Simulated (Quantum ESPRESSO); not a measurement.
## BSi2O5F (one run as intended and one with a planted mistake)

A calculation, not a measurement. The program is pw.x of Quantum ESPRESSO 7.5 (plane-wave density functional theory). The cell is made up: 9 atoms on a quartz lattice, with randomly drawn elements, strain and displacements, not relaxed. PseudoDojo standard norm-conserving files (v0.5 for PBE, v0.4.1 for LDA and PBEsol) set the functional; there is no spin polarisation, spin-orbit coupling or dispersion term, and the masses in the input are unused placeholders.

Intended input:

```
&control calculation='scf', pseudo_dir='./dojo.nc.sr.pbe.v0_5.standard.upf', outdir='./o', disk_io='low', tprnfor=.true., tstress=.true. /
&system ibrav=0, nat=9, ntyp=4, nbnd=30, ecutwfc=84.00895049, nosym=.true., tot_charge=0,
 occupations='smearing', smearing='fd', degauss=0.0018374661
/
&electrons conv_thr=7.350e-09, electron_maxstep=60, /
ATOMIC_SPECIES
B 1.0 B.upf
F 1.0 F.upf
O 1.0 O.upf
Si 1.0 Si.upf
CELL_PARAMETERS angstrom
5.1409 0.0202 -0.0406
-2.553 4.3095 -0.0073
-0.0446 -0.035 5.6504
ATOMIC_POSITIONS angstrom
B 2.268 0.0355 3.7269
Si -1.0702 1.9146 1.7905
Si 1.4251 2.4558 -0.0683
O 1.254 1.0845 4.6158
O 3.6012 0.6935 2.4777
F 2.9641 2.4202 0.6018
O 0.1315 1.6448 0.9651
O -1.1808 3.1262 3.0908
O 0.9744 3.563 4.7681
K_POINTS automatic
5 5 4 1 1 1
```

The log is shortened where brackets say so; the opening notice, blank lines, dates and the lines on written files are dropped, and the path of the files is cut. It prints rydbergs, bohrs and kilobars, and counts compression as positive stress. Where no state is partly filled, the Fermi energy that it prints is only some level between the filled and the empty states on the mesh, and need not lie in the true gap.

Log of the intended run:

```
     Program PWSCF v.7.5
     Parallel version (MPI & OpenMP), running on       4 processor cores
     Number of MPI processes:                 4
     Threads/MPI process:                     1
     [start-up lines left out]
     bravais-lattice index     =            0
     lattice parameter (alat)  =       9.7153  a.u.
     unit-cell volume          =     846.6570 (a.u.)^3
     number of atoms/cell      =            9
     number of atomic types    =            4
     number of electrons       =        48.00
     number of Kohn-Sham states=           30
     kinetic-energy cutoff     =      84.0090  Ry
     charge density cutoff     =     336.0358  Ry
     scf convergence threshold =      7.3E-09
     mixing beta               =       0.7000
     number of iterations used =            8  plain     mixing
     Exchange-correlation= PBE
                           (   1   4   3   4   0   0   0)
     [axes and pseudopotential details left out]
   Cartesian axes
     site n.     atom                  positions (alat units)
         1        B      tau(   1) = (   0.4411507   0.0069051   0.7249227  )
         2        Si     tau(   2) = (  -0.2081656   0.3724106   0.3482718  )
         3        Si     tau(   3) = (   0.2771975   0.4776799  -0.0132851  )
         4        O      tau(   4) = (   0.2439167   0.2109471   0.8978234  )
         5        O      tau(   5) = (   0.7004727   0.1348933   0.4819397  )
         6        F      tau(   6) = (   0.5765498   0.4707553   0.1170567  )
         7        O      tau(   7) = (   0.0255782   0.3199315   0.1877225  )
         8        O      tau(   8) = (  -0.2296785   0.6080800   0.6011943  )
         9        O      tau(   9) = (   0.1895314   0.6930423   0.9274474  )
     number of k points=    50  Fermi-Dirac smearing, width (Ry)=  0.0018
                       cart. coord. in units 2pi/alat
        k(    1) = (   0.1002143   0.1788609   0.1156320), wk =   0.0400000
        k(    2) = (   0.1020052   0.1803072   0.3431213), wk =   0.0400000
     [further k points left out]
     Dense  grid:    88097 G-vectors     FFT dimensions: (  60,  60,  64)
     Estimated max dynamical RAM per process >     177.83 MB
     Estimated total dynamical RAM >     646.79 MB
     Initial potential from superposition of free atoms
     starting charge      47.9985, renormalised to      48.0000
     Starting wfcs are   36 randomized atomic wfcs
     total cpu time spent up to now is        2.3 secs
     per-process dynamical memory:   135.4 Mb
     Self-consistent Calculation
     iteration #  1     ecut=    84.01 Ry     beta= 0.70
     Davidson diagonalization with overlap
     ethr =  1.00E-02,  avg # of iterations =  2.4
     total cpu time spent up to now is        5.6 secs
     total energy              =    -236.60855587 Ry
     estimated scf accuracy    <       2.45998198 Ry
     iteration #  2     ecut=    84.01 Ry     beta= 0.70
     Davidson diagonalization with overlap
     ethr =  5.12E-03,  avg # of iterations =  2.0
     total cpu time spent up to now is        8.6 secs
     total energy              =    -237.15105158 Ry
     estimated scf accuracy    <       2.85795886 Ry
     [iterations 3 to 10 left out]
     iteration # 11     ecut=    84.01 Ry     beta= 0.70
     Davidson diagonalization with overlap
     ethr =  4.51E-10,  avg # of iterations =  2.0
     total cpu time spent up to now is       36.4 secs
     total energy              =    -237.69642882 Ry
     estimated scf accuracy    <          7.8E-09 Ry
     iteration # 12     ecut=    84.01 Ry     beta= 0.70
     Davidson diagonalization with overlap
     ethr =  1.63E-11,  avg # of iterations =  3.3
     total cpu time spent up to now is       39.5 secs
     End of self-consistent calculation
     [lines on levels left out]
     the Fermi energy is     3.7742 ev
!    total energy              =    -237.69642882 Ry
     estimated scf accuracy    <          4.2E-09 Ry
     smearing contrib. (-TS)   =       0.00000000 Ry
     internal energy E=F+TS    =    -237.69642882 Ry
     The total energy is F=E-TS. E is the sum of the following terms:
     one-electron contribution =    -126.82204586 Ry
     hartree contribution      =      86.90223047 Ry
     xc contribution           =     -61.56466759 Ry
     ewald contribution        =    -136.21194584 Ry
     convergence has been achieved in  12 iterations
     Forces acting on atoms (cartesian axes, Ry/au):
     atom    1 type  1   force =    -0.04369426   -0.04959492    0.00676838
     atom    2 type  4   force =    -0.06138974    0.15396162    0.27997804
     atom    3 type  4   force =    -0.11384833   -0.30187643    0.02914584
     atom    4 type  3   force =     0.17234102   -0.12500739   -0.10061233
     atom    5 type  3   force =    -0.15977012   -0.16408664    0.10953277
     atom    6 type  2   force =    -0.04943041    0.04902740   -0.03161496
     atom    7 type  3   force =     0.26998834    0.06773196   -0.14013932
     atom    8 type  3   force =     0.10979253    0.10264819   -0.02188579
     atom    9 type  3   force =    -0.12398903    0.26719621   -0.13117264
     Total force =     0.751748     Total SCF correction =     0.000105
     Computing stress (Cartesian axis) and pressure
          total   stress  (Ry/bohr**3)                   (kbar)     P=      -60.29
  -0.00041083  -0.00037747   0.00010501          -60.44      -55.53       15.45
  -0.00037747  -0.00031310  -0.00084103          -55.53      -46.06     -123.72
   0.00010501  -0.00084103  -0.00050568           15.45     -123.72      -74.39
     init_run     :      2.18s CPU      2.27s WALL (       1 calls)
     electrons    :     37.02s CPU     37.17s WALL (       1 calls)
     forces       :      0.61s CPU      0.61s WALL (       1 calls)
     stress       :      1.98s CPU      1.98s WALL (       1 calls)
     [timing details left out]
     PWSCF        :     41.86s CPU     42.12s WALL
     JOB DONE.
```

A second run has one planted mistake: the self-consistency threshold is too loose. The input lines that differ, file-writing options aside:

```
- &electrons conv_thr=7.350e-09, electron_maxstep=60, /
+ &electrons conv_thr=2.940e-02, electron_maxstep=60, /
```

Its log:

```
     Program PWSCF v.7.5
     Parallel version (MPI & OpenMP), running on       4 processor cores
     Number of MPI processes:                 4
     Threads/MPI process:                     1
     [start-up lines left out]
     bravais-lattice index     =            0
     lattice parameter (alat)  =       9.7153  a.u.
     unit-cell volume          =     846.6570 (a.u.)^3
     number of atoms/cell      =            9
     number of atomic types    =            4
     number of electrons       =        48.00
     number of Kohn-Sham states=           30
     kinetic-energy cutoff     =      84.0090  Ry
     charge density cutoff     =     336.0358  Ry
     scf convergence threshold =      2.9E-02
     mixing beta               =       0.7000
     number of iterations used =            8  plain     mixing
     Exchange-correlation= PBE
                           (   1   4   3   4   0   0   0)
     [axes and pseudopotential details left out]
   Cartesian axes
     site n.     atom                  positions (alat units)
         1        B      tau(   1) = (   0.4411507   0.0069051   0.7249227  )
         2        Si     tau(   2) = (  -0.2081656   0.3724106   0.3482718  )
         3        Si     tau(   3) = (   0.2771975   0.4776799  -0.0132851  )
         4        O      tau(   4) = (   0.2439167   0.2109471   0.8978234  )
         5        O      tau(   5) = (   0.7004727   0.1348933   0.4819397  )
         6        F      tau(   6) = (   0.5765498   0.4707553   0.1170567  )
         7        O      tau(   7) = (   0.0255782   0.3199315   0.1877225  )
         8        O      tau(   8) = (  -0.2296785   0.6080800   0.6011943  )
         9        O      tau(   9) = (   0.1895314   0.6930423   0.9274474  )
     number of k points=    50  Fermi-Dirac smearing, width (Ry)=  0.0018
                       cart. coord. in units 2pi/alat
        k(    1) = (   0.1002143   0.1788609   0.1156320), wk =   0.0400000
        k(    2) = (   0.1020052   0.1803072   0.3431213), wk =   0.0400000
     [further k points left out]
     Dense  grid:    88097 G-vectors     FFT dimensions: (  60,  60,  64)
     Estimated max dynamical RAM per process >     177.83 MB
     Estimated total dynamical RAM >     646.79 MB
     Initial potential from superposition of free atoms
     starting charge      47.9985, renormalised to      48.0000
     Starting wfcs are   36 randomized atomic wfcs
     total cpu time spent up to now is        2.4 secs
     per-process dynamical memory:   138.7 Mb
     Self-consistent Calculation
     iteration #  1     ecut=    84.01 Ry     beta= 0.70
     Davidson diagonalization with overlap
     ethr =  1.00E-02,  avg # of iterations =  2.4
     total cpu time spent up to now is        5.8 secs
     total energy              =    -236.60855587 Ry
     estimated scf accuracy    <       2.45998198 Ry
     iteration #  2     ecut=    84.01 Ry     beta= 0.70
     Davidson diagonalization with overlap
     ethr =  5.12E-03,  avg # of iterations =  2.0
     total cpu time spent up to now is        9.0 secs
     total energy              =    -237.15105158 Ry
     estimated scf accuracy    <       2.85795886 Ry
     iteration #  3     ecut=    84.01 Ry     beta= 0.70
     Davidson diagonalization with overlap
     ethr =  5.12E-03,  avg # of iterations =  2.0
     total cpu time spent up to now is       11.8 secs
     total energy              =    -237.67763655 Ry
     estimated scf accuracy    <       0.04349190 Ry
     iteration #  4     ecut=    84.01 Ry     beta= 0.70
     Davidson diagonalization with overlap
     ethr =  9.06E-05,  avg # of iterations =  5.8
     total cpu time spent up to now is       15.7 secs
     End of self-consistent calculation
     [lines on levels left out]
     the Fermi energy is     3.9329 ev
!    total energy              =    -237.69165104 Ry
     estimated scf accuracy    <       0.01166150 Ry
     smearing contrib. (-TS)   =       0.00000000 Ry
     internal energy E=F+TS    =    -237.69165104 Ry
     The total energy is F=E-TS. E is the sum of the following terms:
     one-electron contribution =    -127.21049174 Ry
     hartree contribution      =      87.42172268 Ry
     xc contribution           =     -61.69093614 Ry
     ewald contribution        =    -136.21194584 Ry
     convergence has been achieved in   4 iterations
     Forces acting on atoms (cartesian axes, Ry/au):
     atom    1 type  1   force =    -0.04821012   -0.05298368    0.00295390
     atom    2 type  4   force =    -0.05811769    0.15246634    0.27207226
     atom    3 type  4   force =    -0.11281977   -0.29790503    0.02615425
     atom    4 type  3   force =     0.16852940   -0.12415466   -0.10023889
     atom    5 type  3   force =    -0.15696532   -0.16479798    0.11066355
     atom    6 type  2   force =    -0.05012174    0.04628616   -0.02994864
     atom    7 type  3   force =     0.26308662    0.06865485   -0.13531390
     atom    8 type  3   force =     0.11745362    0.10980732   -0.01937615
     atom    9 type  3   force =    -0.12283500    0.26262668   -0.12696639
     Total force =     0.741656     Total SCF correction =     0.151408
     SCF correction compared to forces is large: reduce conv_thr to get better values
     Computing stress (Cartesian axis) and pressure
          total   stress  (Ry/bohr**3)                   (kbar)     P=      -21.59
  -0.00013395  -0.00036533   0.00012488          -19.70      -53.74       18.37
  -0.00036533  -0.00006292  -0.00083108          -53.74       -9.26     -122.26
   0.00012488  -0.00083108  -0.00024337           18.37     -122.26      -35.80
     init_run     :      2.24s CPU      2.31s WALL (       1 calls)
     electrons    :     13.23s CPU     13.34s WALL (       1 calls)
     forces       :      0.63s CPU      0.64s WALL (       1 calls)
     stress       :      2.07s CPU      2.07s WALL (       1 calls)
     [timing details left out]
     PWSCF        :     18.24s CPU     18.45s WALL
     JOB DONE.
```

```
                                            intended run  run with the mistake
                          free energy (eV)     -3234.025             -3233.960
                    smearing term -TS (eV)        0.0000                0.0000
                            pressure (GPa)         -6.03                 -2.16
            largest force component (eV/Å)         7.762                 7.659
largest change of a force component (eV/Å)                               0.203
                                iterations            12                     4
```

For scale, a rerun of the intended cell at a cutoff of 1437 eV and k mesh 7 x 7 x 6 moved values by no more than 0.002 eV in energy, 0.03 GPa in stress and 0.002 eV/Å in force.